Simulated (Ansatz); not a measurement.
Relaxed Ru (hcp, Mg type):

```yaml
crystal:
  lattice:
    - [5.44432, 0.00000, 0.00000]
    - [-1.36108, 2.35746, 0.00000]
    - [0.00000, 0.00000, 4.29083]
  atoms:
    - { symbol: Ru, position: [0.16667, 0.66667, 0.75000] }
    - { symbol: Ru, position: [0.66667, 0.66667, 0.75000] }
    - { symbol: Ru, position: [0.33333, 0.33333, 0.25000] }
    - { symbol: Ru, position: [0.83333, 0.33333, 0.25000] }
```

A phonon eigenvector at M = (0.5, 0.0, 0.0) is frozen into this cell: atom i moves by Q times the vector below, so Q is the largest atomic displacement, in Å. The cell is held. (q is in reciprocal vectors of the primitive cell; the cell shown is doubled to hold the pattern.)

```
atom      x      y       z
----  -----  -----  ------
Ru1   0.000  0.000  -1.000
Ru2   0.000  0.000   1.000
Ru3   0.000  0.000  -1.000
Ru4   0.000  0.000   1.000
```

Level of theory: PBE (plane waves to 420 eV, PAW, scalar-relativistic; Ansatz, a first-principles code). k mesh 10×20×11 (Γ-centred), Fermi-Dirac smearing 0.05 eV. The energy includes the smearing's −TS. With partly filled bands, energies and forces of such displacements shift with the k mesh and the smearing. Ru is run without spin polarisation. Ru was relaxed with its symmetry unable to fall. The zero of ΔE is the undisplaced structure.

| Q (Å) | ΔE (eV/cell) |
|---|---|
| -0.100 | 0.225 |
| -0.067 | 0.098 |
| -0.033 | 0.024 |
| 0.000 | 0.000 |
| 0.033 | 0.024 |
| 0.067 | 0.098 |
| 0.100 | 0.225 |

Q: Which DFPT wavenumber at M = (0.5, 0.0, 0.0) belongs to this mode?
A) 206 cm⁻¹
B) 133 cm⁻¹
C) 173 cm⁻¹

A: C, 173 cm⁻¹. The curvature of the scan gives 170 cm⁻¹

(A displaced cell: forces are minus the slopes of the energy, force constants its curvatures, and phonons follow from these.)
